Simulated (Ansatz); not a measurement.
Relaxed Tl (hcp, Mg type):

```
Tl
1.0
    7.21499     0.00000     0.00000
   -1.80375     3.12418     0.00000
    0.00000     0.00000     5.57674
Tl
4
Direct
  0.16667   0.66667   0.75000
  0.66667   0.66667   0.75000
  0.33333   0.33333   0.25000
  0.83333   0.33333   0.25000
```

The numbers are results of PBE (plane waves to 420 eV, PAW, scalar-relativistic; Ansatz, a quantum-chemistry and plane-wave program), not measurements. k mesh 6×12×7 (Γ-centred), Fermi-Dirac smearing 0.05 eV. With partly filled bands, energies and forces of such displacements shift with the k mesh and the smearing. Spin-orbit coupling is left out, though Tl is heavy. The PAW data are Ansatz's earlier set. The relaxed volume of Tl is well above the measured one; the method has no dispersion term. Tl was relaxed with its symmetry unable to fall.

One atom of the cell was then moved (with its periodic images), all else fixed, and the forces (eV/Å) came out as:

```tsv
atom	Fx	Fy	Fz
Tl1	-0.007	-0.004	0.561
Tl2	0.002	0.001	0.072
Tl3	0.070	0.040	-0.419
Tl4	-0.065	-0.038	-0.214
```

### Question
Which atom was moved, and by which vector (Å)?

### Answer
Tl1, by (0.00, 0.00, -0.26), 0.26 Å in all.

(For displaced atoms, the force is minus the slope of the energy, and its curvature is a force constant, which sets phonon frequencies.)
